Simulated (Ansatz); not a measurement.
# What settings do to one calculation: Se started on a F site next to a F vacancy in cubic perovskite KZnF3, 9 atoms, charge 0

Ansatz (PAW, plane waves), atoms fixed. The base input:

```yaml
crystal:
  lattice:
    - [8.104526, 0.000000, 0.000000]
    - [0.000000, 4.052263, 0.000000]
    - [0.000000, 0.000000, 4.052263]
  atoms:
    - { symbol: K, position: [0.006148, 0.001558, 0.015089] }
    - { symbol: K, position: [0.494489, 0.995937, 0.995108] }
    - { symbol: Zn, position: [0.253276, 0.504887, 0.502808] }
    - { symbol: Zn, position: [0.738896, 0.505638, 0.507920] }
    - { symbol: F, position: [0.751205, 0.485598, 0.006145] }
    - { symbol: F, position: [0.996468, 0.482561, 0.503168] }
    - { symbol: F, position: [0.256448, 0.999894, 0.504344] }
    - { symbol: F, position: [0.750175, 0.984449, 0.497068] }
    - { symbol: Se, position: [0.509865, 0.488069, 0.504534] }
kpoints:
  mp_grid: { grid: [2, 2, 2], shift: [0.5, 0.5, 0.5] }
hamiltonian:
  xc: pbesol
scf:
  occupations: { method: fermi_dirac, width: 0.01 }
output:
  forces: true
  eigenvalues: true
  stress: true
  populations: true
  write_density: true
  write_potential: true
  elf: true
  volumetric_format: npy
```

Command:

```sh
ansatz run in.yaml --threads 8 --pin off --max-ram 13300MiB --runs-dir r --events-out ev --progress --plain
```

It converged in 10 iterations and 1.3 s of wall time on 8 threads of an EPYC 9R45 processor, on a host shared with other runs; peak host memory 0.54 GiB; largest force component 11.01 eV/Å, pressure 21.00 GPa. The cutoff was the default, 420 eV. The base isn't a converged reference: it has few k points, and its atoms are unrelaxed, some of them close together. Each run below changes the keys shown and caps the iterations.

| run | changed | ending | iterations | free energy less the base (meV per atom) | rms change of forces (eV/Å) | change of pressure (GPa) | wall time (s, shared host) |
| --- | --- | --- | --- | --- | --- | --- | --- |
| 1 | dr2_threshold 0.001, max_iter 50, total_charge -2 | converged | 7 | other zero | 1.477 | 1.54 | 0.6 CPU |
| 2 | xc_grid 3 (2 is the default), max_iter 70 | converged | 10 | 0.0 | 0.000 | 0.00 | 0.5 CPU |
| 3 | occupations tetrahedron, max_iter 70 | converged | 10 | 0.0 | 0.000 | 0.00 | 0.5 CPU |
| 4 | dispersion d3bjatm, ecutwfc 480 eV, max_iter 70 | converged | 10 | other zero | 0.004 | -1.87 | 0.5 CPU |
| 5 | max_iter 100, k points a 2×2×1 mesh centred on Γ | converged | 20 | 90.8 | 0.511 | 0.44 | 0.6 CPU |
| 6 | ecutwfc 800 eV, max_iter 90 | converged | 10 | -4.1 | 0.002 | -0.01 | 0.8 CPU |
| 7 | mixing algorithm broyden, occupations tetrahedron, max_iter 70 | converged | 10 | 0.0 | 0.000 | 0.00 | 0.5 CPU |
| 8 | mixing beta 0.6, dr2_threshold 0.01, max_iter 60 | converged | 6 | 0.0 | 0.001 | 0.00 | 0.4 CPU |
| 9 | dispersion d3bjatm, n_extra_bands 60, max_iter 90 | converged | 9 | other zero | 0.003 | -1.87 | 0.6 CPU |
| 10 | accuracy low, xc r2scan, max_iter 70, k points a 3×3×3 mesh centred on Γ | converged | 10 | other zero | 0.241 | 1.21 | 1.8 CPU |

«Other zero»: another functional, charge or dispersion term moves the zero of energy, so the difference says nothing of accuracy.

**Question.** Which changes leave the result alone, and which of the same physical model moves the forces most?

**Answer.** The forces move by under 0.002 eV/Å in runs 2, 3, 6, 7, 8. Run 5 (max_iter 100, k points a 2×2×1 mesh centred on Γ) moves them most among the runs with the same functional, charge and dispersion term, by 0.511 eV/Å.
